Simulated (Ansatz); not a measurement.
Cr (diamond, space group No. 227) at seven volumes, plane-wave PAW PBE (Ansatz code), scaled uniformly. One row is withheld.

| V (Å³/atom) | P (GPa) |
|---|---|
| 15.033 | 11.62 |
| 15.529 | ? |
| 16.024 | 3.33 |
| 16.520 | 0.00 |
| 17.016 | -2.88 |
| 17.511 | -5.36 |
| 18.007 | -7.51 |

Fit the shown pressures and predict the withheld one.

P = (3/2)B₀(x^(7/2) − x^(5/2))[1 + (3/4)(B′ − 4)(x − 1)] with x = (V₀/V)^(2/3). Least squares on the six rows gives V₀ = 16.520 Å³/atom, B₀ = 103 GPa, B′ = 3.83. At V = 15.529, x = 1.0421 and P = 7.17 GPa. The run itself gave 7.16 GPa.

Space group Fd-3m (diamond). The start of the workflow was typed in or built on a structure type; neither database checked (COD, Materials Project) lists it. It is not the phase usual at ambient conditions (space group No. 229). Symmetry was held in the PBE relaxation; its stability against distortions is not shown here. The workflow began spin-polarised and lost its moments.

Potentials: the later of the program's two PAW sets.
